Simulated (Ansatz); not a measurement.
**Electric field gradients in GaO**

Theory: DFT PBEsol, scalar-relativistic, plane waves, PAW (Ansatz 0.2.0). Settings: 420 eV plane-wave cutoff, Γ-centred 12×12×2 mesh, fixed occupations. No spin polarisation.

Equilibrium structure at this level:
```yaml
crystal:
  lattice:
    - [3.06982, 0.00000, 0.00000]
    - [-1.53491, 2.65854, 0.00000]
    - [0.00000, 0.00000, 12.87211]
  atoms:
    - { symbol: Ga, position: [0.33333, 0.66667, 0.15386] }
    - { symbol: Ga, position: [0.66667, 0.33333, 0.65386] }
    - { symbol: Ga, position: [0.33333, 0.66667, 0.34614] }
    - { symbol: Ga, position: [0.66667, 0.33333, 0.84614] }
    - { symbol: O, position: [0.33333, 0.66667, 0.59796] }
    - { symbol: O, position: [0.66667, 0.33333, 0.09796] }
    - { symbol: O, position: [0.33333, 0.66667, 0.90204] }
    - { symbol: O, position: [0.66667, 0.33333, 0.40204] }
```

The cell was built by swapping an element in a database structure (itself possibly hypothetical) and relaxing; it need not be the stable form of this composition. The crystal is built of layers and no dispersion correction was added, so the binding between them is poorly described, and with it their spacing and whatever depends on it.

**Question.** Give V_zz (10²¹ V/m²) and the asymmetry η at each distinct site.

**Answer.**
```json
{"atom": "Ga (atom 1)", "V_zz": "-5.24", "η": "0.00"}
{"atom": "O (atom 5)", "V_zz": "-6.81", "η": "0.00"}
```

Cost: 1 run of about 0.066 core-minutes, on Intel Xeon 6975P-C (Granite Rapids) (shared hosts).